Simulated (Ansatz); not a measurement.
SrVHO2:
Space group P4/mmm (No. 123); a = 3.945 Å, b = 3.945 Å, c = 3.649 Å, α = 90.00°, β = 90.00°, γ = 90.00°

```json
[
 {"atom": "Sr", "site": "1d", "symmetry": "4/mmm", "x": "0.5000", "y": "0.5000", "z": "0.5000"},
 {"atom": "V", "site": "1a", "symmetry": "4/mmm", "x": "0.0000", "y": "0.0000", "z": "0.0000"},
 {"atom": "O", "site": "2f", "symmetry": "mmm.", "x": "0.0000", "y": "0.5000", "z": "0.0000"},
 {"atom": "H", "site": "1b", "symmetry": "4/mmm", "x": "0.0000", "y": "0.0000", "z": "0.5000"}
]
```
The run is spin-polarised, in the one order tried: ferromagnetic.

Relaxed at zero pressure with r²SCAN in the plane-wave PAW code Ansatz.

Q: The volume is raised by 3 % and shape and atoms relax at that volume. What pressure results, and how do the axes share the change?

A: -3.7 GPa; a 0.7 %, b 0.7 %, c 1.5 %; the energy rises by 4 meV/atom.

Q: Give the new structure.

A: 
Space group P4/mmm (No. 123); a = 3.9732 Å, b = 3.9732 Å, c = 3.7042 Å, α = 90.00°, β = 90.00°, γ = 90.00°

| atom | site | symmetry | x | y | z |
|---|---|---|---|---|---|
| Sr | 1d | 4/mmm | 0.5000 | 0.5000 | 0.5000 |
| V | 1a | 4/mmm | 0.0000 | 0.0000 | 0.0000 |
| O | 2f | mmm. | 0.0000 | 0.5000 | 0.0000 |
| H | 1b | 4/mmm | 0.0000 | 0.0000 | 0.5000 |

The phase is kept; no other phase was compared at this pressure.

The start of the workflow was typed in or built on a structure type; neither database checked (COD, Materials Project) lists it. Whether it is the stable phase at ambient conditions was not checked. The r²SCAN relaxation kept the symmetry of its start; whether a distortion lowers the energy is not shown. The final state is ferromagnetic, the only order run, not a proven ground state. The cell computed holds one magnetic atom, so no antiferromagnetic order was within reach. Other orbital occupations within this spin state were not tried. No Hubbard U is applied.

Potentials: the later of the program's two PAW sets.
